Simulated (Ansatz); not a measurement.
A generated cell, not matched to a known phase here, of SnF3: Pm-3m (No. 221), cP4, ReO3 type; a = 4.2667 Å, b = 4.2667 Å, c = 4.2667 Å, α = 90.00°, β = 90.00°, γ = 90.00°; Sn 1b (0.500, 0.500, 0.500); F 3c (0.000, 0.500, 0.500). Calculation: r2SCAN (plane waves to 500 eV, PAW, scalar-relativistic; Ansatz, an electronic-structure program). Element references, the lowest calculated here: Sn (Fd-3m), F (R-3m, a generated molecular cell); gases are represented by their molecular solids.

Total energies (eV/atom, σ → 0; comparable only within this code, potentials and settings):

```csv
phase,E (eV/atom)
SnF3 (Pm-3m),-2117.236
Sn (Fd-3m),-6038.640
F (R-3m),-806.898
```

What is the formation energy of this Pm-3m form of SnF3 from the elements?

E_f = -2117.236 − [1 × (-6038.640) + 3 × (-806.898)] / 4 = -2.40 eV/atom (-9.6 eV per formula unit).

A lower structure of this composition may exist.

Static energies, no anion corrections, no zero-point energy. Values are rounded to 0.01 eV/atom. Not shown to be the ambient phase of their composition (a lower form may be missing, and a cell relaxed within its start's symmetry can be a saddle point): SnF3 (Pm-3m). Spin-orbit coupling is missing from these energies, which matters for elements this heavy. The compounds carry no spin polarisation. The relaxed primitive cell holds an odd number of electrons. A magnetic state may lie lower.
